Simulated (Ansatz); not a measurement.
Given:

NbC (NiAs type, P6_3/mmc), a = 3.0774 Å, b = 3.0774 Å, c = 5.2744 Å, α = 90.00°, β = 90.00°, γ = 120.00°.

This is the LDA-relaxed structure.

All from plane-wave PAW LDA (Ansatz code), unless another level is named. Estimate the electronic character.

metallic (no gap).

Next, the density of states at the Fermi level?

0.43 states/eV per atom (mean over ±0.08 eV).

And the formation energy from the elements (no fitted shifts)?

-0.53 eV/atom.

The workflow started from a Materials Project entry (that database holds measured and hypothetical structures alike); the Crystallography Open Database copy checked does not list it. It is not the phase usual at ambient conditions (space group No. 225). Symmetry was held in the LDA relaxation; whether a distortion lowers the energy is not shown. The run is not spin-polarised. The references are the lowest solids computed at this level, not always the standard phases. Spin–orbit coupling is left out wherever it is not named.

Potentials: the later of the program's two PAW sets.
